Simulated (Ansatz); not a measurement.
Input and command of a plane-wave DFT calculation in Ansatz:

```yaml
crystal:
  lattice:
    - [3.1999394435, 0.0, 0.0]
    - [-1.5999697218, 2.7712288487, 0.0]
    - [1.5999697218, 0.9237429496, 2.6127396148]
  atoms:
    - { symbol: Hf, position: [0.0, 0.0, 0.0] }
    - { symbol: "N", position: [0.0, 0.5, 0.5] }
basis:
  ecutwfc: 500
kpoints:
  mp_grid: { grid: [12, 12, 13] }
hamiltonian:
  xc: r2scan
scf:
  occupations: { method: gaussian, width: 0.1 }
output:
  forces: true
  stress: true
  eigenvalues: true
```

```bash
ansatz run input.yaml --threads 1 --pin off --max-ram 2560MiB --backend cpu --events-out ev --progress --plain --runs-dir out
```

Processor: Intel(R) Xeon(R) Platinum 8488C (Sapphire Rapids), 1 thread, on a host shared with other jobs.

Estimate time, memory and problem size.

About 18 s on 1 thread of Intel(R) Xeon(R) Platinum 8488C (Sapphire Rapids), with other jobs on the host, peak memory 0.64 GiB. It solves 20 bands at 511 k points (the mesh reduced by the symmetry that the task leaves, which can be less than the crystal's) with about 609 plane waves, in 8 SCF iterations.
